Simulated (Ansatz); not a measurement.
The relaxed structure here is a generated cell of CsPbBr3: the first start was made by a random draw of sites in a space group, and the end was not matched to a known phase here, so it may be hypothetical. Known forms of CsPbBr3 include space group No. 62, 221.

A relaxed structure of CsPbBr₃. Space group Pmmm (No. 47). The numbers are results of PBE (plane waves to 420 eV, PAW, scalar-relativistic; Ansatz, an electronic-structure program), not measurements.

```cif
data_Br3CsPb
_chemical_formula_sum 'Br3 Cs1 Pb1'
_space_group_name_H-M_alt 'P 1'
_space_group_IT_number 1
_cell_length_a 5.56131
_cell_length_b 5.91332
_cell_length_c 10.30911
_cell_angle_alpha 90.000
_cell_angle_beta 90.000
_cell_angle_gamma 90.000
loop_
_space_group_symop_operation_xyz
  'x, y, z'
loop_
_atom_site_label
_atom_site_type_symbol
_atom_site_fract_x
_atom_site_fract_y
_atom_site_fract_z
_atom_site_occupancy
Br1 Br 0.00000 0.50000 0.71625 1
Br2 Br 0.00000 0.50000 0.28375 1
Br3 Br 0.00000 0.00000 0.00000 1
Cs1 Cs 0.50000 0.50000 0.50000 1
Pb1 Pb 0.00000 0.50000 0.00000 1
```

Problem. What band gap does PBE give?

Solution. 1.31 eV, indirect (valence top at T, conduction bottom at S) (no spin-orbit coupling).

Problem. Estimate the smallest direct gap that PBE returns for this input.

Solution. 1.40 eV at R.

No spin polarisation in the result. Spin-orbit coupling is missing; with elements this heavy it can move band edges by tenths of an eV or more.

The run could not lose the symmetry of its start: the end is stationary, and may be a saddle point rather than a minimum.
